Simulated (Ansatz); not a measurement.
Values for one crystal, relaxed and computed with PBEsol (plane waves, PAW; program Ansatz); other levels are named.

```yaml
volume_per_atom: 17.50 Å³
electronic_character: metallic (no gap)
Density of states at the Fermi level: 0.32 states/eV per atom (mean over ±0.08 eV)
Gap with spin–orbit coupling: none (metallic)
Elastic constants (relaxed ions, GPa): C11 = 166, C12 = 137, C44 = 33.9
Poisson's ratio: 0.42
mechanical_stability: stable (all eigenvalues of C positive)
```

**Question.** Which of these materials gives this?
(A) PbAu2, cubic Laves (MgCu2 type)
(B) CdAu3, Cu3Au type
(C) CrIr3, Cu3Au type
(D) TiPd3, Cu3Au type

**Answer.** B, CdAu3, Cu3Au type

Space group Pm-3m (Cu3Au type). The workflow started from an entry of the Crystallography Open Database (COD); the relaxed space group is not among those it files for this formula. COD files the formula under space group No. 123. Its standing as an ambient phase is unchecked. The cell was relaxed with PBEsol under the symmetry of its start; its stability against distortions is not shown here. As this level gives no gap, shear constants depend on the k-mesh and smearing (Fermi–Dirac, 0.1 eV here). Spin–orbit coupling is left out wherever it is not named.

Potentials: the later of the program's two PAW sets.
